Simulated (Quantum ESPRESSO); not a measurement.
# Si3O4NF: input and log of a self-consistent run

A calculation, not a measurement. The program is pw.x of Quantum ESPRESSO 7.5 (plane-wave density functional theory). The cell is made up: 9 atoms on a quartz lattice, with randomly drawn elements, strain and displacements, not relaxed. PseudoDojo standard norm-conserving files (v0.5 for PBE, v0.4.1 for LDA and PBEsol) set the functional; there is no spin polarisation, spin-orbit coupling or dispersion term, and the masses in the input are unused placeholders.

Input:

```
&control calculation='scf', pseudo_dir='./dojo.nc.sr.pbe.v0_5.standard.upf', outdir='./o', disk_io='low', tprnfor=.true., tstress=.true. /
&system ibrav=0, nat=9, ntyp=4, nbnd=30, ecutwfc=84.00895049, nosym=.true., tot_charge=0,
 occupations='smearing', smearing='fd', degauss=0.0018374661
/
&electrons conv_thr=7.350e-09, electron_maxstep=60, /
ATOMIC_SPECIES
F 1.0 F.upf
N 1.0 N.upf
O 1.0 O.upf
Si 1.0 Si.upf
CELL_PARAMETERS angstrom
4.9682 -0.0123 0.0069
-2.4947 4.1812 0.0064
0.0076 0.0124 5.3119
ATOMIC_POSITIONS angstrom
Si 2.2711 -0.0694 3.5842
Si -1.2043 1.9855 1.7121
Si 1.3286 2.2347 -0.0055
O 1.4139 1.1437 4.1358
O 3.3072 0.6318 2.509
N 2.7571 2.4512 0.7409
F 0.2181 1.717 1.1656
O -1.106 3.0332 2.996
O 0.8094 3.5713 4.6965
K_POINTS automatic
5 5 4 1 1 1
```

The log is shortened where brackets say so; the opening notice, blank lines, dates and the lines on written files are dropped, and the path of the files is cut. It prints rydbergs, bohrs and kilobars, and counts compression as positive stress. With no partly filled state, the Fermi energy that it prints is only some level between the filled and the empty states on the mesh, and need not lie in the true gap.

```
     Program PWSCF v.7.5
     Parallel version (MPI & OpenMP), running on       4 processor cores
     Number of MPI processes:                 4
     Threads/MPI process:                     1
     [start-up lines left out]
     bravais-lattice index     =            0
     lattice parameter (alat)  =       9.3886  a.u.
     unit-cell volume          =     743.5347 (a.u.)^3
     number of atoms/cell      =            9
     number of atomic types    =            4
     number of electrons       =        48.00
     number of Kohn-Sham states=           30
     kinetic-energy cutoff     =      84.0090  Ry
     charge density cutoff     =     336.0358  Ry
     scf convergence threshold =      7.3E-09
     mixing beta               =       0.7000
     number of iterations used =            8  plain     mixing
     Exchange-correlation= PBE
                           (   1   4   3   4   0   0   0)
     [axes and pseudopotential details left out]
   Cartesian axes
     site n.     atom                  positions (alat units)
         1        Si     tau(   1) = (   0.4571255  -0.0139688   0.7214254  )
         2        Si     tau(   2) = (  -0.2424007   0.3996401   0.3446103  )
         3        Si     tau(   3) = (   0.2674197   0.4497989  -0.0011070  )
         4        O      tau(   4) = (   0.2845888   0.2302032   0.8324511  )
         5        O      tau(   5) = (   0.6656710   0.1271683   0.5050098  )
         6        N      tau(   6) = (   0.5549472   0.4933759   0.1491279  )
         7        F      tau(   7) = (   0.0438990   0.3455966   0.2346112  )
         8        O      tau(   8) = (  -0.2226149   0.6105205   0.6030329  )
         9        O      tau(   9) = (   0.1629155   0.7188289   0.9453084  )
     number of k points=    50  Fermi-Dirac smearing, width (Ry)=  0.0018
                       cart. coord. in units 2pi/alat
        k(    1) = (   0.1002807   0.1784769   0.1163524), wk =   0.0400000
        k(    2) = (   0.0999546   0.1779244   0.3501791), wk =   0.0400000
     [further k points left out]
     Dense  grid:    77339 G-vectors     FFT dimensions: (  60,  54,  60)
     Estimated max dynamical RAM per process >     157.09 MB
     Estimated total dynamical RAM >     571.73 MB
     Initial potential from superposition of free atoms
     starting charge      47.9981, renormalised to      48.0000
     Starting wfcs are   36 randomized atomic wfcs
     total cpu time spent up to now is        4.3 secs
     per-process dynamical memory:   123.4 Mb
     Self-consistent Calculation
     iteration #  1     ecut=    84.01 Ry     beta= 0.70
     Davidson diagonalization with overlap
     ethr =  1.00E-02,  avg # of iterations =  3.1
     total cpu time spent up to now is       12.4 secs
     total energy              =    -227.17555318 Ry
     estimated scf accuracy    <       2.76013692 Ry
     iteration #  2     ecut=    84.01 Ry     beta= 0.70
     Davidson diagonalization with overlap
     ethr =  5.75E-03,  avg # of iterations =  3.0
     total cpu time spent up to now is       20.8 secs
     total energy              =    -227.96093525 Ry
     estimated scf accuracy    <       1.76037260 Ry
     iteration #  3     ecut=    84.01 Ry     beta= 0.70
     Davidson diagonalization with overlap
     ethr =  3.67E-03,  avg # of iterations =  2.0
     total cpu time spent up to now is       28.6 secs
     total energy              =    -228.28029230 Ry
     estimated scf accuracy    <       0.03442910 Ry
     iteration #  4     ecut=    84.01 Ry     beta= 0.70
     Davidson diagonalization with overlap
     ethr =  7.17E-05,  avg # of iterations =  9.4
     total cpu time spent up to now is       38.8 secs
     total energy              =    -228.29595381 Ry
     estimated scf accuracy    <       0.00679138 Ry
     iteration #  5     ecut=    84.01 Ry     beta= 0.70
     Davidson diagonalization with overlap
     ethr =  1.41E-05,  avg # of iterations =  2.6
     total cpu time spent up to now is       45.2 secs
     total energy              =    -228.29636366 Ry
     estimated scf accuracy    <       0.00118790 Ry
     iteration #  6     ecut=    84.01 Ry     beta= 0.70
     Davidson diagonalization with overlap
     ethr =  2.47E-06,  avg # of iterations =  5.2
     total cpu time spent up to now is       52.1 secs
     total energy              =    -228.29644352 Ry
     estimated scf accuracy    <       0.00016786 Ry
     iteration #  7     ecut=    84.01 Ry     beta= 0.70
     Davidson diagonalization with overlap
     ethr =  3.50E-07,  avg # of iterations =  2.0
     total cpu time spent up to now is       58.2 secs
     total energy              =    -228.29649452 Ry
     estimated scf accuracy    <       0.00000838 Ry
     iteration #  8     ecut=    84.01 Ry     beta= 0.70
     Davidson diagonalization with overlap
     ethr =  1.75E-08,  avg # of iterations =  3.6
     total cpu time spent up to now is       64.8 secs
     total energy              =    -228.29649511 Ry
     estimated scf accuracy    <       0.00000428 Ry
     iteration #  9     ecut=    84.01 Ry     beta= 0.70
     Davidson diagonalization with overlap
     ethr =  8.91E-09,  avg # of iterations =  2.0
     total cpu time spent up to now is       70.0 secs
     total energy              =    -228.29649570 Ry
     estimated scf accuracy    <       0.00000012 Ry
     iteration # 10     ecut=    84.01 Ry     beta= 0.70
     Davidson diagonalization with overlap
     ethr =  2.46E-10,  avg # of iterations =  4.0
     total cpu time spent up to now is       76.3 secs
     total energy              =    -228.29649577 Ry
     estimated scf accuracy    <       0.00000007 Ry
     iteration # 11     ecut=    84.01 Ry     beta= 0.70
     Davidson diagonalization with overlap
     ethr =  1.40E-10,  avg # of iterations =  2.0
     total cpu time spent up to now is       81.1 secs
     End of self-consistent calculation
          k = 0.1003 0.1785 0.1164 (  9678 PWs)   bands (ev):
   -24.1468 -16.1577 -15.0534 -14.5970 -13.8244  -9.2887  -8.2830  -5.2794
    -4.7131  -4.4925  -3.3040  -2.5076  -1.9401  -0.7258  -0.0430   0.4352
     0.8401   1.0831   1.4947   1.7708   2.2501   2.6178   3.9946   4.2703
     9.0149  11.5384  12.1301  12.5183  12.9496  13.7659
     [levels at the other k points left out]
     the Fermi energy is     6.8134 ev
!    total energy              =    -228.29649578 Ry
     estimated scf accuracy    <          3.3E-09 Ry
     smearing contrib. (-TS)   =       0.00000000 Ry
     internal energy E=F+TS    =    -228.29649578 Ry
     The total energy is F=E-TS. E is the sum of the following terms:
     one-electron contribution =    -105.49830931 Ry
     hartree contribution      =      79.07741943 Ry
     xc contribution           =     -61.39198826 Ry
     ewald contribution        =    -140.48361764 Ry
     convergence has been achieved in  11 iterations
     Forces acting on atoms (cartesian axes, Ry/au):
     atom    1 type  4   force =     0.13133808    0.12420079   -0.00709236
     atom    2 type  4   force =    -0.10956119   -0.05699857    0.30056587
     atom    3 type  4   force =     0.18446150   -0.01397786   -0.03859798
     atom    4 type  3   force =    -0.07862952    0.01974364    0.03334300
     atom    5 type  3   force =     0.01317240   -0.05178862   -0.00423777
     atom    6 type  2   force =    -0.18610787    0.09044754   -0.20629770
     atom    7 type  1   force =     0.13348854   -0.05489939   -0.02564604
     atom    8 type  3   force =    -0.03841619   -0.10110328   -0.07215238
     atom    9 type  3   force =    -0.04974576    0.04437576    0.02011537
     Total force =     0.559648     Total SCF correction =     0.000063
     Computing stress (Cartesian axis) and pressure
          total   stress  (Ry/bohr**3)                   (kbar)     P=      210.15
   0.00169610  -0.00041268   0.00060362          249.50      -60.71       88.80
  -0.00041268   0.00121567  -0.00015957          -60.71      178.83      -23.47
   0.00060362  -0.00015957   0.00137401           88.80      -23.47      202.12
     init_run     :      3.89s CPU      4.13s WALL (       1 calls)
     electrons    :     76.13s CPU     76.82s WALL (       1 calls)
     forces       :      1.14s CPU      1.18s WALL (       1 calls)
     stress       :      3.72s CPU      3.72s WALL (       1 calls)
     [timing details left out]
     PWSCF        :   1m25.09s CPU   1m26.14s WALL
     JOB DONE.
```

In other units: free energy -3106.132 eV for the cell, pressure 21.02 GPa, largest force component 7.728 eV/Å. A rerun of this cell at a cutoff of 1437 eV and k mesh 7 x 7 x 6 moved values by no more than 0.003 eV in energy, 0.02 GPa in stress and 0.002 eV/Å in force.